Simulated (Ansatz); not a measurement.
# Band table of ScPd

```yaml
crystal:
  lattice:
    - [2.98280, 0.00000, 0.00000]
    - [0.00000, 2.98280, 0.00000]
    - [0.00000, 0.00000, 2.98280]
  atoms:
    - { symbol: Sc, position: [0.50000, 0.50000, 0.50000] }
    - { symbol: Pd, position: [0.00000, 0.00000, 0.00000] }
```

The base volume is that of a database entry, with shape and atoms relaxed on PAW files at held volume, so it needn't be at zero pressure; the structure needn't be the stable phase, at rest or compressed.

Level of theory: DFT with PBEsol, scalar-relativistic, in Ansatz 0.2.0; a Γ-centred 11×11×11 k mesh, Fermi–Dirac smearing of 0.05 eV, no spin polarisation. LAPW: all electrons, basis error target 1 meV/atom.

This run: volume at 0.75 of the series' base cell.

Path points, in fractions of the reciprocal vectors: Γ (0.000, 0.000, 0.000), X (0.000, 0.500, 0.000), M (0.500, 0.500, 0.000), R (0.500, 0.500, 0.500). The distance column jumps between branches of the path. Levels in eV from the Fermi level; bands 17 to 25, counted from the lowest band of the run. The gap is zero, the pressure 59.6 GPa.

```
# k(1/Å) point b17 b18 b19 b20 b21 b22 b23 b24 b25
0.000 Γ -8.06 -6.89 -6.89 -3.93 -3.93 -3.93 1.40 1.40 4.46
0.176 - -7.90 -6.83 -6.77 -3.96 -3.96 -3.91 1.27 1.44 4.11
0.351 - -7.44 -6.67 -6.44 -4.03 -4.03 -3.83 0.91 1.53 3.37
0.527 - -6.79 -6.42 -5.89 -4.11 -4.11 -3.72 0.42 1.48 2.59
0.702 - -6.17 -6.14 -5.10 -4.19 -4.19 -3.61 -0.11 1.02 1.95
0.878 - -5.91 -5.77 -4.25 -4.25 -4.15 -3.52 -0.51 0.16 1.54
1.053 X -5.81 -5.63 -4.26 -4.26 -3.62 -3.49 -0.67 -0.37 1.40
1.229 - -5.82 -5.53 -4.71 -4.33 -3.65 -3.13 -0.50 -0.45 1.57
1.404 - -5.96 -5.31 -5.10 -4.51 -4.04 -2.32 -0.74 0.11 1.88
1.580 - -6.18 -5.85 -4.75 -4.48 -4.40 -1.36 -0.92 0.85 2.05
1.755 - -6.40 -6.26 -4.97 -4.85 -3.57 -0.96 -0.32 1.57 1.91
1.931 - -6.56 -6.51 -5.13 -5.10 -2.84 -0.81 0.63 1.44 2.03
2.106 M -6.62 -6.60 -5.18 -5.18 -2.56 -0.61 1.10 1.10 2.12
2.355 - -6.53 -6.42 -5.10 -4.99 -3.06 -1.22 0.82 1.30 1.98
2.603 - -6.35 -6.00 -4.89 -4.48 -4.11 -2.68 0.70 1.49 1.50
2.851 - -6.37 -5.86 -5.20 -4.58 -3.95 -3.94 0.93 1.33 1.49
3.099 - -6.94 -6.37 -6.10 -4.26 -4.12 -3.75 0.99 1.44 2.40
3.348 - -7.75 -6.75 -6.69 -4.02 -3.99 -3.85 1.24 1.40 3.78
3.596 Γ -8.06 -6.89 -6.89 -3.93 -3.93 -3.93 1.40 1.40 4.46
3.900 - -7.59 -6.63 -6.63 -4.05 -4.05 -3.81 1.30 1.30 3.26
4.204 - -6.42 -5.96 -5.96 -4.39 -4.39 -3.86 1.29 1.29 2.13
4.508 - -5.38 -5.08 -5.08 -4.82 -4.82 -4.19 1.33 1.33 2.62
4.812 - -5.61 -5.13 -5.13 -4.20 -4.20 -3.14 0.36 0.36 3.38
5.116 - -5.49 -5.25 -5.25 -3.31 -3.31 -2.22 -0.94 -0.94 4.48
5.420 R -5.27 -5.27 -5.27 -2.49 -2.49 -1.95 -1.95 -1.95 4.98
5.668 - -5.43 -5.27 -5.25 -3.35 -2.99 -1.69 -1.67 -1.03 4.50
5.917 - -5.70 -5.24 -5.18 -4.26 -3.76 -1.35 -1.26 0.02 3.39
6.165 - -5.77 -5.13 -5.03 -4.96 -4.37 -1.24 -1.09 0.80 2.07
6.413 - -5.50 -5.45 -5.26 -4.76 -4.32 -1.87 -0.83 0.77 1.23
6.661 - -5.72 -5.53 -4.90 -4.44 -3.79 -2.84 -0.57 -0.25 1.38
6.910 X -5.81 -5.63 -4.26 -4.26 -3.62 -3.49 -0.67 -0.37 1.40
8.399 R -5.27 -5.27 -5.27 -2.49 -2.49 -1.95 -1.95 -1.95 4.98
8.575 - -5.35 -5.27 -5.27 -3.25 -2.50 -1.81 -1.81 -1.42 4.66
8.750 - -5.59 -5.27 -5.27 -4.28 -2.51 -1.39 -1.39 -0.96 3.95
8.926 - -5.92 -5.26 -5.26 -5.23 -2.53 -0.76 -0.76 -0.73 3.20
9.101 - -6.25 -5.98 -5.23 -5.23 -2.54 -0.64 0.00 0.00 2.61
9.277 - -6.51 -6.46 -5.20 -5.20 -2.55 -0.61 0.74 0.74 2.25
9.452 M -6.62 -6.60 -5.18 -5.18 -2.56 -0.61 1.10 1.10 2.12
```
